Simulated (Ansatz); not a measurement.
TaAs:
```
TaAs
1.0
   -1.72058     1.72058     5.85820
    1.72058    -1.72058     5.85820
    1.72058     1.72058    -5.85820
Ta As
2 2
Direct
  0.75000   0.25000   0.50000
  0.00000   0.00000   0.00000
  0.33260   0.83260   0.50000
  0.58260   0.58260   0.00000
```

Relaxed with r²SCAN. Special points in fractions of this cell's reciprocal vectors: Γ (0.000, 0.000, 0.000); X (0.000, 0.000, 0.500); P (0.250, 0.250, 0.250); N (0.000, 0.500, 0.000); M (0.500, 0.500, -0.500); S (0.272, 0.728, -0.272); S0 (-0.272, 0.272, 0.272); R (-0.043, 0.043, 0.500); G (0.500, 0.500, -0.043).

List the band energies nearest the Fermi level at these points for r²SCAN in the plane-wave PAW code Ansatz.

In eV from the Fermi level; about four levels below and three above (degenerate sets whole), none deeper than 8.9 eV; points with the same levels are listed once.

| k | below | above |
|---|---|---|
| Γ | -2.47 -2.06 -1.82 -1.82 | 0.96 1.66 2.49 |
| X | -3.47 -3.47 -1.27 -1.27 | 3.00 3.00 3.23 3.23 |
| P | -3.48 -3.48 -1.27 -1.27 | 3.02 3.02 3.23 3.23 |
| N | -2.64 -2.53 -1.68 -0.35 | 0.14 1.45 2.41 |
| M | -2.92 -2.92 -1.13 -1.13 | 1.29 1.29 2.42 2.42 |
| S | -2.63 -2.63 -1.89 -0.09 | 0.03 1.80 2.29 |
| R | -3.45 -3.45 -1.29 -1.29 | 2.83 2.83 3.17 3.17 |

Space group I4_1md. The cell was relaxed with r²SCAN under the symmetry of its start. No spin polarisation was allowed. A small band overlap can be real or an error of a semilocal functional. The Fermi level of a semimetal is unsure by some 0.05 eV on such meshes. Scalar-relativistic: spin–orbit coupling is off unless named, which matters more the heavier the elements.

Potentials: the earlier of the program's two PAW sets.
